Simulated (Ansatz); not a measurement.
LaTe (rock salt, Fm-3m) at seven volumes, r²SCAN in the plane-wave PAW code Ansatz, scaled uniformly. One row is withheld.

| V (Å³/atom) | P (GPa) |
|---|---|
| 31.161 | 6.72 |
| 32.188 | 4.10 |
| 33.216 | 1.88 |
| 34.243 | 0.00 |
| 35.270 | -1.60 |
| 36.298 | ? |
| 37.325 | -4.10 |

### Question
Fit the shown pressures and predict the withheld one.

### Answer
Third-order Birch–Murnaghan: P = (3/2)B₀(x^(7/2) − x^(5/2))[1 + (3/4)(B′ − 4)(x − 1)] with x = (V₀/V)^(2/3). Least squares on the six rows gives V₀ = 34.242 Å³/atom, B₀ = 57.68 GPa, B′ = 4.48. At V = 36.298, x = 0.9619 and P = -2.95 GPa. The run itself gave -2.95 GPa.

The workflow started from an entry of the Crystallography Open Database (COD). Its standing as an ambient phase is unchecked. The cell was relaxed with r²SCAN under the symmetry of its start; whether a distortion lowers the energy is not shown. Scalar-relativistic: spin–orbit coupling is off unless named, which matters more the heavier the elements.

Potentials: the later of the program's two PAW sets.
